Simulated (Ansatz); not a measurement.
## HfB: changing the pressure

The cell as given:

The structure is cubic, space group Fm-3m (No. 225). The conventional cell has a = 4.620 Å, b = 4.620 Å, c = 4.620 Å, α = 90.00°, β = 90.00°, γ = 90.00°. Hf (site symmetry m-3m) has 6 B at 2.31 Å as nearest neighbours. B (site symmetry m-3m) has 6 Hf at 2.31 Å as nearest neighbours.

Kept alike: task relaxation of cell and atoms; functional PBEsol; k mesh 10 × 10 × 10; occupations fermi-dirac, width 0.05 eV; no spin polarisation. Program: Ansatz, Ansatz PAW, cutoff 420 eV. The mesh is that of the run's cell of 2 atoms. No spin-orbit coupling.

```csv
"pressure, P (GPa)",volume (Å³/atom)
0,13.717
2,13.566
5,13.351
10,13.033
20,12.485
30,12.026
```

The relaxations keep at least the cell's symmetry (Fm-3m). For a metal such a mesh leaves the last digits unconverged. The runs follow the start's structure, whether or not it is the stable one at these pressures. Ansatz's relaxations hold a Pulay term in the stress (up to 0.1 GPa here). All rows use potentials made for PBE.

The volume falls from 13.717 to 12.026 Å³/atom between 0 and 30 GPa. The volume falls ever more slowly, since the solid stiffens under load. At the pressures aimed at, which the runs meet within some tenths of a GPa, the step from 0 to 5 GPa gives a mean bulk modulus near 185 GPa, the last step 267 GPa.
